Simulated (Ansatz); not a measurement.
**Structures of SiOs2: which is lowest?**

Plane-wave DFT in Ansatz with scalar-relativistic PAW potentials, cutoff 420 eV, Γ-centred meshes chosen by cell and gap, Gaussian smearing with energies taken to zero width. Every cell was relaxed (cell and atoms) in a run of its own, within the symmetry of its start. Functional: PBE.

Relaxed structures (starts from databases or built by putting these elements on another compound's sites):
A. I4_1/amd, 6 atoms in the computed cell, a = 2.878 Å, c = 20.484 Å; sites (symmetry × multiplicity) Si -4m2 × 4, Os 2mm. × 8; start: built
B. I4/mmm, 3 atoms in the computed cell, a = 2.897 Å, c = 9.611 Å; sites (symmetry × multiplicity) Si 4/mmm × 2, Os 4mm × 4; start: built

Problem. Rank them by energy. Could pressure change the order?

Solution.
| structure | group | E − E(lowest) (meV/atom) | V (Å³/atom) | gap on mesh (eV) |
| --- | --- | --- | --- | --- |
| B | I4/mmm | 0.0 | 13.44 | 0.00 |
| A | I4_1/amd | 188 | 14.14 | 0.00 |

B is lowest, 188 meV/atom under A. The lowest is also the densest of these, so pressure wouldn't bring one of the others in at first order. Other structures may lie lower than all of these, and vibrations aren't counted.

Spin-orbit coupling is left out, which matters for the bands of heavy elements.